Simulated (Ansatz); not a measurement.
**Is this Zr3W4Se structure a true minimum?**

The cell was found from a proposed guess, not taken from experiment.

Theory: DFT PBE, scalar-relativistic, plane waves, PAW (Ansatz 0.2.0). Cutoff 420 eV; k points 10×10×4 on the computed 8-atom cell (Γ-centred); Gaussian smearing, width 0.10 eV; no spin polarisation.

The cell below (8 atoms, space group P4/mmm (No. 123)) is relaxed within its symmetry.

```
CELL_PARAMETERS angstrom
3.24730 0.00000 0.00000
0.00000 3.24730 0.00000
0.00000 0.00000 14.08849
ATOMIC_POSITIONS crystal
Zr 0.00000 0.00000 0.50000
Zr 0.50000 0.50000 0.86453
Zr 0.50000 0.50000 0.13547
W 0.00000 0.00000 0.26974
W 0.50000 0.50000 0.37137
W 0.50000 0.50000 0.62863
W 0.00000 0.00000 0.73026
Se 0.00000 0.00000 0.00000
```

For the test it was strained at random (σ = 1.5 % a component), the atoms were moved at random (σ = 0.10 Å), and all was relaxed again on a coarse 6×6×2 mesh (in the run’s order of axes) with 0.20 eV smearing, with no symmetry imposed.

Spin–orbit coupling, which can matter for W, is left out.

Problem. Does it come back?

Solution. It returns, within 1 meV/atom of the unmoved cell on that mesh and with the same symmetry when read at 0.1 Å (P2 at 0.01 Å, so small strains and shifts remain). So it is stable against the distortions that fit this cell and that this random move excites. Modes that don't fit the cell aren't tested.
